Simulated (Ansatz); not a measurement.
Ti₂GeB₂ in space group P-6m2 (No. 187; Ti on 2h, Ge on 1a, B on 1b, B on 1f), r²SCAN in the plane-wave PAW code Ansatz, all energies at zero smearing, with the estimated change up to a 700 eV cutoff added, with one set of potentials and settings (totals compare only within such a set). Cell of 5 atoms (2 Ti, 1 Ge, 2 B): -9629.307 eV.

```json
[
 {"element": "Ti", "reference phase": "P6/mmm, 3 atoms in the cell", "E (eV/atom)": "-2504.3941"},
 {"element": "Ge", "reference phase": "Fd-3m, 2 atoms in the cell", "E (eV/atom)": "-4302.9121"},
 {"element": "B", "reference phase": "R-3m, 12 atoms in the cell", "E (eV/atom)": "-156.5545"}
]
```

Formation energy per atom, worked out: (-9629.307 − 2×(-2504.3941) − 1×(-4302.9121) − 2×(-156.5545))/5 = -0.900 eV/atom (-87 kJ per mol of atoms), at 0 K, without zero-point energy or fitted corrections.

The start of the workflow was typed in or built on a structure type; neither database checked (COD, Materials Project) lists it. Its standing as an ambient phase is unchecked. Symmetry was held in the r²SCAN relaxation; its stability against distortions is not shown here. No spin polarisation was allowed. The references are the lowest solids computed at this level, not always the standard phases.

Potentials: the earlier of the program's two PAW sets. The files were generated under PBE; for other functionals the program regenerates the frozen cores, and for LDA and PBEsol the local potential too.
